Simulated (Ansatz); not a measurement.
GaAs (rock salt, Fm-3m) at seven volumes, PBE in the plane-wave PAW code Ansatz, scaled uniformly. One row is withheld.

```
V (Å³/atom)  P (GPa)
-----------  -------
17.843          8.25
18.432          5.00
19.020          2.27
19.608          0.00
20.196             ?
20.785         -3.58
21.373         -4.96
```

### Question
Fit the shown pressures and predict the withheld one.

### Answer
P = (3/2)B₀(x^(7/2) − x^(5/2))[1 + (3/4)(B′ − 4)(x − 1)] with x = (V₀/V)^(2/3). Least squares on the six rows gives V₀ = 19.604 Å³/atom, B₀ = 70.2 GPa, B′ = 4.68. At V = 20.196, x = 0.9804 and P = -1.95 GPa. The run itself gave -1.95 GPa.

The cell is a constructed one: a structure type filled with these elements; neither database checked (COD, Materials Project) lists it. It is not the phase usual at ambient conditions (space group No. 216). The PBE relaxation kept the symmetry of its start; its stability against distortions is not shown here.

Potentials: the later of the program's two PAW sets.
